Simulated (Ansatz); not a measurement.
ScPd, DFT, PBEsol, all-electron PAW with datasets made for the crystal, scalar-relativistic (Ansatz 0.2.0), run on 1 thread of Intel(R) Xeon(R) Platinum 8375C CPU @ 2.90GHz (Ice Lake) on a shared host.

The cell is COD entry 1523179, as deposited and not checked against the literature; nothing was relaxed. The listed cell was then made from it by scaling, straining or moving an atom.

Command: `ansatz run input.yaml --threads 1 --pin off --max-ram 3072MiB --backend cpu --events-out ev --progress --plain --runs-dir out`

```yaml
crystal:
  lattice:
    - [3.283, 0.016415, 0.016415]
    - [0.016415, 3.283, 0.016415]
    - [0.016415, 0.016415, 3.283]
  atoms:
    - { symbol: Sc, position: [0.5, 0.5, 0.5] }
    - { symbol: Pd, position: [0.0, 0.0, 0.0] }
kpoints:
  mp_grid: { grid: [12, 12, 12] }
scf:
  occupations: { method: fermi_dirac, width: 0.05 }
hamiltonian:
  xc: pbesol
  pseudopotentials: { kind: all_electron, datasets: crystal }
output:
  forces: true
  stress: true
  eigenvalues: true
  efg: { contact_densities: true }
```

**Question.** How large is the problem that the program sets up?

**Answer.** 189 irreducible k-points, 341 plane waves at Γ, 21 bands.

**Question.** Estimate the wall time and the peak memory.

**Answer.** 24 s of wall time for 9 SCF iterations, with a peak of 0.68 GiB. Times on shared machines scatter by tens of per cent.

**Question.** And the same cell and mesh by PAW with the default files, asked for forces, stress, eigenvalues, efg, on the same hardware?

**Answer.** 6.3 s, peak memory 0.47 GiB.
